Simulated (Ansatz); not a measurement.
AgBr (rock salt)

```cif
data_Ag4Br4
_chemical_formula_sum 'Br4 Ag4'
_space_group_name_H-M_alt 'Fm-3m'
_space_group_IT_number 225
_space_group_name_Hall '-F 4 2 3'
_cell_length_a 5.84086
_cell_length_b 5.84086
_cell_length_c 5.84086
_cell_angle_alpha 90.000
_cell_angle_beta 90.000
_cell_angle_gamma 90.000
loop_
_atom_site_label
_atom_site_type_symbol
_atom_site_symmetry_multiplicity
_atom_site_Wyckoff_symbol
_atom_site_fract_x
_atom_site_fract_y
_atom_site_fract_z
_atom_site_occupancy
Br1 Br 4 a 0.00000 0.00000 0.00000 1
Ag1 Ag 4 b 0.50000 0.50000 0.50000 1
```
(The calculation used a cell of 2 atoms; values per cell refer to that cell.)

This relaxed cell (volume V₀) is scaled evenly in all directions, its shape held. Symmetry pins the atoms to their sites.

Computed with PBE (plane waves to 420 eV, PAW, scalar-relativistic; Ansatz, a first-principles code). k mesh 10×10×10 (Γ-centred), Fermi-Dirac smearing 0.05 eV. Energies are smeared free energies. AgBr was relaxed with its symmetry unable to fall. ΔE is measured from the relaxed starting cell.

| V (Å³/atom) | ΔE (meV/atom) |
|---|---|
| 23.414 | 12.4 |
| 23.712 | 7.7 |
| 24.011 | 4.2 |
| 24.310 | 1.8 |
| 24.609 | 0.4 |
| 24.908 | 0.0 |
| 25.207 | 0.4 |
| 25.506 | 1.6 |
| 25.805 | 3.6 |
| 26.104 | 6.3 |
| 26.403 | 9.6 |

Q: What bulk modulus B₀ follows from a third-order Birch-Murnaghan fit?

A: 38.7 GPa.

Q: What is the fitted pressure derivative B₀′?

A: 5.4.

(Under strain, the slope of the energy per volume gives the stress and its curvature an elastic modulus.)
